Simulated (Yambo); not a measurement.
Material: Sr2MgWO6 (space group I4/m, No. 87); a = b = c = 5.610 Å, α = β = 120.38°, γ = 89.34° (10 atoms in the cell). The geometry is that of Materials Project entry mp-19420, symmetrised and not relaxed again.

With PBEsol (Quantum ESPRESSO, PseudoDojo norm-conserving, 84 Ry, scalar-relativistic), the gap between the mesh's edge points ((0, 0, 0.25) → X) is 3.019 eV.

By how much does one-shot G0W0 (Yambo; 4×4×4 Γ-centred k mesh, bands 3 to 152 and a 6 Ry block in the screening, 152 bands in G with the Bruneval-Gonze terminator, plasmon pole fitted at 27.2 eV) open this gap, and what gap results?

The correction is 1.967 eV, giving 4.986 eV, 1.7 times the PBEsol value.  Convergence of the G0W0 settings was not tested. Without spin-orbit coupling, band edges of such heavy elements can be off by tenths of an eV.

The structure is a Materials Project entry; no match was found in the copy of COD used, and its stability was not checked.
